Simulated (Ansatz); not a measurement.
Al2W:
```xyz
6
Lattice="0.0000 4.1738 4.4751 2.4794 0.0000 4.4751 2.4794 4.1738 0.0000" Properties=species:S:1:pos:R:3 pbc="T T T"
Al     1.2397     0.6939     2.2375
Al     1.2397     3.4799     2.2375
Al     2.4794     1.3930     4.4751
Al     2.4794     6.9545     4.4751
W      3.7191     6.2606     6.7126
W      2.4794     4.1738     4.4751
```

Relaxed with PBE. Special points in fractions of this cell's reciprocal vectors: Γ (0.000, 0.000, 0.000); Y (0.500, 0.000, 0.500); T (1.000, 0.500, 0.500); Z (0.500, 0.500, 0.000); Σ0 (0.000, 0.415, 0.415); U0 (1.000, 0.585, 0.585); C0 (0.500, 0.239, 0.739); A0 (0.500, 0.761, 0.261); L (0.500, 0.500, 0.500).

### Question
List the band energies nearest the Fermi level at these points for PBE in the plane-wave PAW code Ansatz.

### Answer
In eV from the Fermi level; about four levels below and three above (degenerate sets whole), none deeper than 8.9 eV; points with the same levels are listed once.

```
k                     below                above
--  -----------------------  -------------------
Γ   -1.77 -1.64 -0.69 -0.44       0.54 1.42 2.21
Y   -1.49 -1.49 -0.81 -0.81  0.94 0.94 4.12 4.12
T   -1.13 -1.13 -0.70 -0.70  0.66 0.66 2.82 2.82
Z   -1.27 -1.27 -0.41 -0.41  0.71 0.71 4.38 4.38
Σ0  -0.97 -0.68 -0.36 -0.31       0.54 0.64 2.72
C0  -1.36 -1.36 -0.40 -0.40  1.20 1.20 3.39 3.39
L   -1.27 -0.73 -0.64 -0.24       1.07 1.33 2.27
```

Space group Fddd. The start of the workflow was typed in or built on a structure type; neither database checked (COD, Materials Project) lists it. Whether it is the stable phase at ambient conditions was not checked. The cell was relaxed with PBE under the symmetry of its start; its stability against distortions is not shown here. The run is not spin-polarised. Scalar-relativistic: spin–orbit coupling is off unless named, which matters more the heavier the elements.

Potentials: the later of the program's two PAW sets.
